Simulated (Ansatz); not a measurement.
Trial structure of AlGa3Sb2, not yet relaxed:

```
Al Ga Sb
1.0
     4.82389    0.00000    0.00000
    -2.41195    4.17761    0.00000
     0.00000    0.00000    8.03971
Al Ga Sb
1 3 2
Direct
  0.00000 0.00000 0.50000
  0.50000 0.00000 0.50000
  0.00000 0.50000 0.50000
  0.50000 0.50000 0.50000
  0.00000 0.00000 0.83242
  0.00000 0.00000 0.16758
```

Theory: DFT PBE, scalar-relativistic, plane waves, PAW in Ansatz 0.2.0. Cutoff 420 eV; k points 6×6×2 on the computed 6-atom cell (Γ-centred); Gaussian smearing, width 0.10 eV; no spin polarisation.

Energies over the elements count from the elements' standard structures at the same level, with no fitted energy shifts.

Question: How far from equilibrium is it?

Answer: The pressure is 13.0 GPa (the mean over three directions, positive in compression), the largest force is 0.04 eV/Å, and the energy is +0.83 eV/atom against the elements. The shortest distance is 2.41 Å.

Question: How much does it gain on relaxing, and where does it end?

Answer: Relaxing gains about 0.37 eV/atom (the start's value is from the coarse mesh, so the gain is rough) in 16 ionic steps and ends at +0.46 eV/atom on the finer mesh. The symmetry stays P6/mmm (No. 191). The volume per atom grows by 30.4 %, from 27.0 to 35.2 Å³. The shortest distance goes from 2.41 Å (Al–Ga and Ga–Ga) to 2.67 Å (Al–Sb and Sb–Sb). The ratio c/a of the conventional cell changes by a factor of 0.87. Conventional cell: a = 5.520 Å, c = 8.008 Å. Al is surrounded by 2 Sb at 2.67 Å and 6 Ga at 2.76 Å; Ga has 2 Al at 2.76 Å and 4 Ga at 2.76 Å; Sb is surrounded by 1 Sb at 2.67 Å and 1 Al at 2.67 Å.

The last run used a 12×12×6 mesh (in the run's order of axes) for its 6-atom cell and Gaussian smearing of 0.10 eV. These runs have no spin–orbit coupling, which can matter for Sb. The relaxation can't lower the symmetry of the start. A structure relaxed within its symmetry needn't be a true minimum. Another cell of AlGa3Sb2 relaxed alike, in P6/mmm, lies 0.31 eV/atom lower, so this cell isn't the stable form at this level.
